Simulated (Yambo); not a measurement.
Ca2RuH6 (space group Fm-3m, No. 225), G0W0@PBEsol in Yambo with this input:

```
rim_cut
gw0
dyson
el_el_corr
HF_and_locXC
ppa
em1d
RandQpts= 1000000
RandGvec= 1 Ry
EXXRLvcs= 84 Ry
VXCRLvcs= 336 Ry
Chimod= "HARTREE"
% BndsRnXp
 5 | 174 |
%
NGsBlkXp= 8 Ry
% LongDrXp
 1.0 | 1.0 | 1.0 |
%
PPAPntXp= 27.2114 eV
% GbndRnge
 1 | 174 |
%
GTermKind= "BG"
DysSolver= "n"
ExtendOut
```

On a 4×4×4 mesh, with wavefunctions cut at 84 Ry, the gap (W → X) is 3.691 eV and the valence edge shifts by -0.439 eV.

### Question
What happens with this change: no random integration?

### Answer
The gap falls by 0.046 eV, to 3.645 eV; the shift of the valence edge becomes -0.267 eV. Neither run is shown to be the converged limit.

Spin-orbit coupling is not included.

Geometry of the Materials Project entry, not relaxed at this level; primitive cell a = b = c = 5.0865 Å, α = β = γ = 60.00°.

The structure is a Materials Project entry; no match was found in the copy of COD used, and its stability was not checked.

A shift is the quasiparticle energy of the state minus its PBEsol energy.
